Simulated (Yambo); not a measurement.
Yambo run on Cd₃ZnS₄ (space group P-43m, No. 215). The wavefunctions are norm-conserving PBEsol (Quantum ESPRESSO, 102 Ry, without SOC) ones on a 2×2×2 mesh (52 occupied bands); a = 5.760 Å, b = 5.760 Å, c = 5.760 Å, α = 90.00°, β = 90.00°, γ = 90.00°.

Yambo input:

```
rim_cut
gw0
dyson
el_el_corr
HF_and_locXC
cohsex
em1s
RandQpts= 1000000
RandGvec= 1 Ry
EXXRLvcs= 102 Ry
VXCRLvcs= 408 Ry
Chimod= "HARTREE"
% BndsRnXs
 17 | 368 |
%
NGsBlkXs= 8 Ry
% LongDrXs
 1.0 | 1.0 | 1.0 |
%
ExtendOut
% QPkrange
 1 | 1 | 52 | 53 |
%
```

k points by index: 1 = Γ.

Resulting energies as the program prints them:

```
#    K-point    Band    Eo [eV]    E [eV]    E-Eo [eV]    Vxc [eV]    Vnlxc [eV]    Sc|Eo [eV]    Re(Z)    Im(Z)
#
    1    52    0.000000    -2.763144    -2.763144    -15.42630    -18.51196    0.322522    1.000000    0.000000
    1    53    1.134778    0.021508    -1.113271    -10.95430    -6.823896    -5.243670    1.000000    0.000000
```
(The two width columns are left out.) Convergence of these settings isn't established.

Geometry of the Materials Project entry, not relaxed at this level.

The structure is a Materials Project entry; no match was found in the copy of COD used, and its stability was not checked.
